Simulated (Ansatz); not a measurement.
Eigenvalues along a path: CsTl (NaTl type)

```yaml
crystal:
  lattice:
    - [0.00000, 4.25605, 4.25605]
    - [4.25605, 0.00000, 4.25605]
    - [4.25605, 4.25605, 0.00000]
  atoms:
    - { symbol: Cs, position: [0.12500, 0.12500, 0.12500] }
    - { symbol: Cs, position: [0.87500, 0.87500, 0.87500] }
    - { symbol: Tl, position: [0.37500, 0.37500, 0.37500] }
    - { symbol: Tl, position: [0.62500, 0.62500, 0.62500] }
```

The cell comes from a relaxation on PAW files under the same functional, begun from a prototype that needn't be the stable phase.

Computed with Ansatz 0.2.0; functional PBEsol, scalar-relativistic. Settings: a Γ-centred 6×6×6 k mesh, Fermi–Dirac smearing of 0.05 eV, no spin polarisation. Methods: LAPW: all electrons, basis error target 0.5 meV/atom.

Spin–orbit coupling is left out, which matters for the heavy atoms.

Path points, in fractions of the reciprocal vectors: Γ (0.000, 0.000, 0.000), X (0.500, 0.000, 0.500), U (0.625, 0.250, 0.625), K (0.375, 0.375, 0.750), L (0.500, 0.500, 0.500), W (0.500, 0.250, 0.750). The distance column jumps between branches of the path. Levels in eV from the Fermi level; bands 41 to 73, counted from the lowest band of the run. The gap is zero, the pressure -0.01 GPa.

```
# k(1/Å) point b41 b42 b43 b44 b45 b46 b47 b48 b49 b50 b51 b52 b53 b54 b55 b56 b57 b58 b59 b60 b61 b62 b63 b64 b65 b66 b67 b68 b69 b70 b71 b72 b73
0.000 Γ -22.99 -22.55 -11.36 -11.36 -11.36 -11.30 -11.30 -11.20 -11.20 -11.20 -11.14 -11.14 -10.03 -10.03 -10.03 -9.23 -9.23 -9.23 -7.23 -4.08 0.01 0.01 0.01 1.68 1.68 1.68 1.82 1.82 3.90 5.51 5.51 5.51 7.41
0.105 - -22.98 -22.55 -11.36 -11.36 -11.36 -11.30 -11.29 -11.21 -11.21 -11.21 -11.15 -11.14 -10.04 -10.04 -10.02 -9.27 -9.22 -9.22 -7.16 -4.16 -0.03 0.02 0.02 1.46 1.70 1.70 1.85 2.09 4.18 5.44 5.52 5.52 7.08
0.211 - -22.96 -22.57 -11.37 -11.35 -11.35 -11.29 -11.27 -11.22 -11.21 -11.21 -11.15 -11.14 -10.08 -10.08 -9.99 -9.37 -9.18 -9.18 -6.96 -4.37 -0.03 0.04 0.04 1.04 1.76 1.76 1.96 2.75 4.77 5.24 5.57 5.57 6.46
0.316 - -22.94 -22.60 -11.37 -11.34 -11.34 -11.28 -11.25 -11.23 -11.21 -11.21 -11.16 -11.14 -10.14 -10.14 -9.96 -9.49 -9.12 -9.12 -6.69 -4.66 0.04 0.04 0.12 0.68 1.91 1.91 2.12 3.53 4.90 5.32 5.58 5.58 5.78
0.422 - -22.91 -22.63 -11.35 -11.34 -11.34 -11.27 -11.24 -11.24 -11.20 -11.20 -11.17 -11.14 -10.22 -10.22 -9.92 -9.61 -9.06 -9.06 -6.41 -4.98 0.00 0.00 0.43 0.48 2.19 2.19 2.36 3.73 5.04 5.13 5.38 5.38 5.41
0.527 - -22.86 -22.68 -11.35 -11.35 -11.33 -11.25 -11.25 -11.22 -11.19 -11.17 -11.17 -11.15 -10.29 -10.29 -9.89 -9.70 -9.00 -9.00 -6.15 -5.26 -0.05 -0.05 0.48 0.84 2.58 2.58 2.66 3.23 4.52 4.78 4.87 4.87 5.78
0.633 - -22.82 -22.72 -11.36 -11.36 -11.30 -11.26 -11.24 -11.20 -11.20 -11.17 -11.15 -11.15 -10.34 -10.34 -9.87 -9.78 -8.96 -8.96 -5.92 -5.51 -0.10 -0.10 0.69 1.12 2.90 3.03 3.07 3.07 3.92 3.96 4.26 4.26 6.40
0.738 X -22.77 -22.77 -11.36 -11.36 -11.28 -11.28 -11.22 -11.22 -11.18 -11.18 -11.14 -11.14 -10.36 -10.36 -9.83 -9.83 -8.94 -8.94 -5.72 -5.72 -0.12 -0.12 1.00 1.00 3.19 3.19 3.46 3.46 3.61 3.61 3.67 3.67 6.74
0.775 - -22.77 -22.77 -11.36 -11.36 -11.28 -11.28 -11.22 -11.22 -11.19 -11.18 -11.14 -11.14 -10.36 -10.36 -9.83 -9.82 -8.95 -8.95 -5.72 -5.72 -0.14 -0.12 1.01 1.02 3.08 3.18 3.36 3.48 3.62 3.63 3.78 3.79 6.60
0.813 - -22.77 -22.77 -11.36 -11.36 -11.28 -11.28 -11.22 -11.22 -11.19 -11.18 -11.14 -11.13 -10.38 -10.35 -9.84 -9.80 -8.95 -8.95 -5.73 -5.70 -0.19 -0.15 1.04 1.09 2.88 3.18 3.21 3.53 3.63 3.69 3.97 4.01 6.33
0.850 - -22.78 -22.76 -11.36 -11.35 -11.28 -11.28 -11.22 -11.22 -11.19 -11.19 -11.14 -11.13 -10.41 -10.34 -9.84 -9.76 -8.95 -8.95 -5.75 -5.69 -0.27 -0.19 1.08 1.20 2.67 3.06 3.17 3.60 3.67 3.76 4.17 4.26 6.03
0.887 - -22.78 -22.76 -11.37 -11.35 -11.29 -11.27 -11.22 -11.22 -11.20 -11.19 -11.14 -11.12 -10.43 -10.33 -9.85 -9.72 -8.96 -8.96 -5.77 -5.66 -0.37 -0.24 1.14 1.33 2.47 2.91 3.18 3.64 3.77 3.84 4.38 4.50 5.76
0.925 - -22.79 -22.75 -11.37 -11.35 -11.29 -11.27 -11.23 -11.22 -11.20 -11.19 -11.14 -11.12 -10.46 -10.32 -9.86 -9.67 -8.97 -8.97 -5.80 -5.63 -0.47 -0.29 1.21 1.49 2.30 2.78 3.19 3.67 3.91 3.91 4.60 4.67 5.56
0.962 - -22.79 -22.75 -11.37 -11.35 -11.30 -11.26 -11.23 -11.22 -11.21 -11.19 -11.14 -11.11 -10.49 -10.30 -9.87 -9.63 -8.98 -8.98 -5.83 -5.59 -0.57 -0.36 1.27 1.66 2.16 2.65 3.22 3.71 3.96 4.08 4.69 4.83 5.51
0.999 U -22.80 -22.74 -11.38 -11.34 -11.30 -11.25 -11.23 -11.22 -11.22 -11.19 -11.13 -11.11 -10.50 -10.28 -9.88 -9.58 -8.99 -8.99 -5.86 -5.55 -0.67 -0.42 1.30 1.85 2.08 2.54 3.26 3.75 3.98 4.28 4.53 5.07 5.63
1.451 K -22.80 -22.74 -11.38 -11.34 -11.30 -11.25 -11.23 -11.22 -11.22 -11.19 -11.13 -11.11 -10.50 -10.28 -9.88 -9.58 -8.99 -8.99 -5.86 -5.55 -0.67 -0.42 1.30 1.85 2.08 2.54 3.26 3.75 3.98 4.28 4.53 5.07 5.63
1.563 - -22.83 -22.71 -11.39 -11.34 -11.31 -11.24 -11.24 -11.23 -11.22 -11.19 -11.13 -11.11 -10.52 -10.22 -9.92 -9.48 -9.03 -9.02 -5.99 -5.38 -0.89 -0.58 1.13 2.25 2.28 2.34 3.46 3.85 3.87 3.89 4.91 5.78 5.84
1.675 - -22.87 -22.67 -11.40 -11.34 -11.32 -11.26 -11.25 -11.23 -11.22 -11.18 -11.13 -11.12 -10.46 -10.16 -9.97 -9.42 -9.07 -9.05 -6.16 -5.17 -0.93 -0.68 0.84 2.03 2.31 2.61 3.39 3.83 3.97 4.08 5.12 5.37 6.43
1.787 - -22.90 -22.64 -11.40 -11.34 -11.31 -11.29 -11.26 -11.24 -11.22 -11.17 -11.14 -11.13 -10.34 -10.11 -10.00 -9.39 -9.12 -9.08 -6.39 -4.93 -0.76 -0.68 0.63 1.86 1.88 2.36 3.43 3.84 4.14 4.56 4.87 5.15 6.65
1.899 - -22.94 -22.60 -11.39 -11.34 -11.32 -11.30 -11.27 -11.24 -11.21 -11.18 -11.16 -11.14 -10.21 -10.07 -10.02 -9.38 -9.16 -9.13 -6.66 -4.66 -0.56 -0.43 0.47 1.42 1.78 2.01 2.89 3.29 4.44 4.94 5.12 5.77 6.69
2.010 - -22.96 -22.57 -11.38 -11.35 -11.34 -11.29 -11.28 -11.23 -11.21 -11.20 -11.15 -11.14 -10.10 -10.05 -10.03 -9.33 -9.20 -9.18 -6.93 -4.38 -0.36 -0.10 0.29 1.24 1.72 1.78 2.30 2.61 4.53 5.28 5.39 5.86 6.61
2.122 - -22.98 -22.56 -11.37 -11.36 -11.35 -11.29 -11.29 -11.21 -11.21 -11.20 -11.14 -11.14 -10.04 -10.03 -10.03 -9.27 -9.22 -9.22 -7.15 -4.17 -0.11 0.01 0.10 1.46 1.69 1.70 1.94 2.06 4.19 5.44 5.51 5.54 7.14
2.234 Γ -22.99 -22.55 -11.36 -11.36 -11.36 -11.30 -11.30 -11.20 -11.20 -11.20 -11.14 -11.14 -10.03 -10.03 -10.03 -9.23 -9.23 -9.23 -7.23 -4.08 0.01 0.01 0.01 1.68 1.68 1.68 1.82 1.82 3.90 5.51 5.51 5.51 7.41
2.325 - -22.98 -22.55 -11.36 -11.36 -11.35 -11.29 -11.29 -11.21 -11.20 -11.20 -11.14 -11.14 -10.03 -10.03 -10.03 -9.25 -9.23 -9.23 -7.17 -4.14 -0.05 -0.05 0.10 1.53 1.69 1.69 1.94 1.94 4.10 5.48 5.48 5.54 7.29
2.417 - -22.97 -22.57 -11.37 -11.37 -11.34 -11.29 -11.29 -11.22 -11.21 -11.21 -11.14 -11.14 -10.05 -10.05 -10.05 -9.30 -9.21 -9.21 -7.02 -4.29 -0.18 -0.18 0.22 1.40 1.70 1.70 2.25 2.25 4.45 5.42 5.42 5.64 7.03
2.508 - -22.95 -22.58 -11.37 -11.37 -11.32 -11.29 -11.29 -11.22 -11.21 -11.21 -11.14 -11.14 -10.10 -10.07 -10.07 -9.32 -9.18 -9.18 -6.82 -4.50 -0.32 -0.32 0.10 1.71 1.71 1.74 2.69 2.69 4.52 5.37 5.37 5.71 6.71
2.599 - -22.93 -22.61 -11.37 -11.37 -11.32 -11.29 -11.29 -11.20 -11.20 -11.20 -11.14 -11.14 -10.19 -10.08 -10.08 -9.31 -9.15 -9.15 -6.59 -4.73 -0.44 -0.44 -0.09 1.71 1.71 2.41 3.19 3.19 4.19 5.36 5.36 5.69 6.35
2.691 - -22.91 -22.63 -11.37 -11.37 -11.31 -11.31 -11.31 -11.19 -11.19 -11.18 -11.15 -11.15 -10.29 -10.10 -10.10 -9.27 -9.13 -9.13 -6.36 -4.97 -0.53 -0.53 -0.18 1.70 1.70 3.19 3.71 3.72 3.72 5.41 5.41 5.70 6.01
2.782 - -22.89 -22.65 -11.36 -11.36 -11.32 -11.32 -11.31 -11.18 -11.18 -11.17 -11.15 -11.15 -10.36 -10.11 -10.11 -9.23 -9.12 -9.12 -6.17 -5.19 -0.58 -0.58 -0.18 1.69 1.69 3.16 4.09 4.21 4.21 5.28 5.28 5.71 5.96
2.873 L -22.88 -22.66 -11.35 -11.35 -11.34 -11.34 -11.30 -11.18 -11.18 -11.16 -11.15 -11.15 -10.38 -10.11 -10.11 -9.22 -9.11 -9.11 -6.09 -5.28 -0.60 -0.60 -0.16 1.68 1.68 3.00 4.48 4.49 4.49 5.07 5.07 5.70 6.09
2.948 - -22.88 -22.66 -11.36 -11.36 -11.32 -11.32 -11.30 -11.18 -11.18 -11.17 -11.15 -11.14 -10.40 -10.12 -10.09 -9.25 -9.10 -9.09 -6.08 -5.29 -0.70 -0.60 0.00 1.71 1.73 2.97 4.30 4.43 4.57 4.95 5.06 5.54 6.14
3.022 - -22.87 -22.67 -11.37 -11.36 -11.31 -11.30 -11.29 -11.19 -11.18 -11.18 -11.15 -11.13 -10.43 -10.15 -10.05 -9.31 -9.08 -9.07 -6.06 -5.30 -0.84 -0.58 0.28 1.80 1.85 2.88 4.11 4.27 4.48 4.62 5.03 5.53 6.05
3.097 - -22.86 -22.69 -11.37 -11.36 -11.31 -11.29 -11.27 -11.21 -11.19 -11.18 -11.14 -11.12 -10.47 -10.19 -9.98 -9.38 -9.06 -9.04 -6.03 -5.33 -0.90 -0.56 0.59 1.92 2.03 2.70 3.92 4.04 4.28 4.34 5.02 5.57 5.85
3.172 - -22.84 -22.70 -11.37 -11.36 -11.31 -11.27 -11.25 -11.22 -11.20 -11.19 -11.14 -11.11 -10.49 -10.25 -9.91 -9.46 -9.03 -9.02 -5.98 -5.40 -0.87 -0.52 0.89 1.99 2.18 2.47 3.65 3.87 4.15 4.19 4.97 5.61 5.81
3.246 - -22.82 -22.72 -11.36 -11.35 -11.31 -11.26 -11.24 -11.23 -11.20 -11.19 -11.13 -11.11 -10.49 -10.31 -9.84 -9.54 -9.01 -9.01 -5.91 -5.49 -0.77 -0.48 1.19 1.97 2.14 2.30 3.45 3.87 4.00 4.23 4.88 5.54 5.81
3.321 - -22.80 -22.75 -11.36 -11.35 -11.30 -11.27 -11.23 -11.22 -11.21 -11.20 -11.13 -11.11 -10.47 -10.38 -9.76 -9.61 -8.99 -8.99 -5.82 -5.60 -0.64 -0.47 1.49 1.89 1.97 2.09 3.47 3.79 4.06 4.28 4.85 5.26 5.85
3.395 W -22.77 -22.77 -11.35 -11.35 -11.29 -11.29 -11.22 -11.22 -11.21 -11.21 -11.12 -11.12 -10.43 -10.43 -9.69 -9.69 -8.99 -8.99 -5.71 -5.71 -0.52 -0.52 1.80 1.80 1.88 1.88 3.62 3.62 4.21 4.21 4.99 4.99 5.97
3.448 - -22.77 -22.77 -11.35 -11.35 -11.29 -11.29 -11.22 -11.22 -11.20 -11.20 -11.12 -11.12 -10.43 -10.43 -9.69 -9.69 -8.99 -8.99 -5.71 -5.71 -0.51 -0.51 1.68 1.68 2.01 2.01 3.61 3.61 4.16 4.16 5.05 5.05 5.86
3.501 - -22.77 -22.77 -11.35 -11.35 -11.29 -11.29 -11.22 -11.22 -11.20 -11.20 -11.12 -11.12 -10.42 -10.42 -9.71 -9.71 -8.98 -8.98 -5.71 -5.71 -0.46 -0.46 1.53 1.53 2.19 2.19 3.57 3.57 4.04 4.04 5.09 5.09 5.71
3.553 - -22.77 -22.77 -11.36 -11.36 -11.28 -11.28 -11.22 -11.22 -11.20 -11.20 -11.13 -11.13 -10.41 -10.41 -9.74 -9.74 -8.97 -8.97 -5.71 -5.71 -0.39 -0.39 1.38 1.38 2.39 2.39 3.51 3.51 3.90 3.90 4.90 4.90 5.79
3.606 - -22.77 -22.77 -11.36 -11.36 -11.28 -11.28 -11.22 -11.22 -11.19 -11.19 -11.13 -11.13 -10.39 -10.39 -9.77 -9.77 -8.96 -8.96 -5.72 -5.72 -0.30 -0.30 1.24 1.24 2.60 2.60 3.46 3.46 3.79 3.79 4.56 4.56 6.03
3.659 - -22.77 -22.77 -11.36 -11.36 -11.28 -11.28 -11.22 -11.22 -11.19 -11.19 -11.13 -11.13 -10.37 -10.37 -9.80 -9.80 -8.95 -8.95 -5.72 -5.72 -0.21 -0.21 1.12 1.12 2.84 2.84 3.42 3.42 3.70 3.70 4.20 4.20 6.32
3.712 - -22.77 -22.77 -11.36 -11.36 -11.28 -11.28 -11.22 -11.22 -11.19 -11.19 -11.14 -11.14 -10.36 -10.36 -9.82 -9.82 -8.95 -8.95 -5.72 -5.72 -0.14 -0.14 1.03 1.03 3.07 3.07 3.42 3.42 3.64 3.64 3.87 3.87 6.59
3.764 X -22.77 -22.77 -11.36 -11.36 -11.28 -11.28 -11.22 -11.22 -11.18 -11.18 -11.14 -11.14 -10.36 -10.36 -9.83 -9.83 -8.94 -8.94 -5.72 -5.72 -0.12 -0.12 1.00 1.00 3.19 3.19 3.46 3.46 3.61 3.61 3.67 3.67 6.74
```
